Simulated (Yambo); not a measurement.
Yambo run on CdZn₃S₄ (space group P-43m, No. 215). The wavefunctions come from this Quantum ESPRESSO step (PBEsol, PseudoDojo standard norm-conserving files, scalar-relativistic):

```
&CONTROL
  calculation = 'nscf'
  pseudo_dir = './pseudo'
  outdir = './out'
/
&SYSTEM
  ibrav = 0
  nat = 8
  ntyp = 3
  ecutwfc = 102.0
  ecutrho = 408.0
  occupations = 'fixed'
  force_symmorphic = .true.
  nbnd = 332
/
&ELECTRONS
  conv_thr = 8e-09
  diago_full_acc = .true.
  diago_thr_init = 1e-08
/
ATOMIC_SPECIES
S 32.0600 S.upf
Zn 65.3800 Zn.upf
Cd 112.4140 Cd.upf
CELL_PARAMETERS angstrom
  5.511010000000   0.000000000000   0.000000000000
  0.000000000000   5.511010000000   0.000000000000
  0.000000000000   0.000000000000   5.511010000000
ATOMIC_POSITIONS crystal
S   0.262680000000   0.262680000000   0.262680000000
S   0.262680000000   0.737320000000   0.737320000000
S   0.737320000000   0.737320000000   0.262680000000
S   0.737320000000   0.262680000000   0.737320000000
Zn   0.000000000000   0.500000000000   0.500000000000
Zn   0.500000000000   0.000000000000   0.500000000000
Zn   0.500000000000   0.500000000000   0.000000000000
Cd   0.000000000000   0.000000000000   0.000000000000
K_POINTS automatic
2 2 2 0 0 0
```

Yambo input:

```
rim_cut
gw0
dyson
el_el_corr
HF_and_locXC
ppa
em1d
RandQpts= 1000000
RandGvec= 1 Ry
EXXRLvcs= 102 Ry
VXCRLvcs= 408 Ry
Chimod= "HARTREE"
% BndsRnXp
 17 | 331 |
%
NGsBlkXp= 8 Ry
% LongDrXp
 1.0 | 1.0 | 1.0 |
%
PPAPntXp= 27.2114 eV
% GbndRnge
 1 | 331 |
%
GTermKind= "BG"
DysSolver= "n"
ExtendOut
% QPkrange
 1 | 1 | 52 | 53 |
 2 | 2 | 52 | 53 |
 3 | 3 | 52 | 53 |
 4 | 4 | 52 | 53 |
%
```

k points by index: 1 = Γ, 2 = X, 3 = M, 4 = R.

Resulting energies as the program prints them:

```
#    K-point    Band    Eo [eV]    E [eV]    E-Eo [eV]    Vxc [eV]    Vnlxc [eV]    Sc|Eo [eV]    Sc|E [eV]    dSc/dw|Eo [eV]    Re(Z)    Im(Z)
#
    1    52    0.000000    -0.824549    -0.824549    -16.15913    -19.37343    2.164319    2.389743    -7.438412    0.785324    -0.001369
    1    53    1.648691    2.015984    0.367293    -11.37402    -7.028260    -3.891890    -3.978463    -6.411982    0.809298    -0.001287
    2    52    -0.992382    -1.845251    -0.852868    -14.72183    -18.10190    2.292701    2.527201    -7.480906    0.784362    -0.001403
    2    53    4.015521    4.306299    0.290778    -10.71569    -6.352046    -4.003811    -4.072868    -6.459803    0.808148    -0.001322
    3    52    -0.726248    -1.572383    -0.846136    -14.96661    -18.29546    2.249932    2.482712    -7.485134    0.784266    -0.001393
    3    53    4.428903    4.924266    0.495362    -12.21221    -7.357127    -4.237923    -4.359723    -6.690042    0.802661    -0.594212E-3
    4    52    -0.628042    -1.472000    -0.843958    -14.83969    -18.13491    2.218894    2.451261    -7.491113    0.784131    -0.001400
    4    53    3.037326    3.465500    0.428174    -11.64818    -7.133208    -3.986770    -4.086801    -6.355483    0.810660    -0.001291
```
(The two width columns are left out.) Convergence of these settings isn't established.

Spin-orbit coupling is not included.

Geometry of the Materials Project entry, not relaxed at this level.

The structure is a Materials Project entry; no match was found in the copy of COD used, and its stability was not checked.
